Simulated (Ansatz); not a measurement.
Al (fcc (Cu type), Fm-3m) at seven volumes, r²SCAN in the plane-wave PAW code Ansatz, scaled uniformly. One row is withheld.

```json
[
 {"V (Å³/atom)": "14.459", "P (GPa)": "10.79"},
 {"V (Å³/atom)": "14.936", "P (GPa)": "6.58"},
 {"V (Å³/atom)": "15.412", "P (GPa)": "3.02"},
 {"V (Å³/atom)": "15.889", "P (GPa)": "0.00"},
 {"V (Å³/atom)": "16.366", "P (GPa)": "-2.55"},
 {"V (Å³/atom)": "16.842", "P (GPa)": "-4.69"},
 {"V (Å³/atom)": "17.319", "P (GPa)": "?"}
]
```

Fit the shown pressures and predict the withheld one.

P = (3/2)B₀(x^(7/2) − x^(5/2))[1 + (3/4)(B′ − 4)(x − 1)] with x = (V₀/V)^(2/3). Least squares on the six rows gives V₀ = 15.890 Å³/atom, B₀ = 92.1 GPa, B′ = 4.57. At V = 17.319, x = 0.9442 and P = -6.52 GPa. The run itself gave -6.48 GPa.

Symmetry was held in the r²SCAN relaxation.

Potentials: the earlier of the program's two PAW sets.
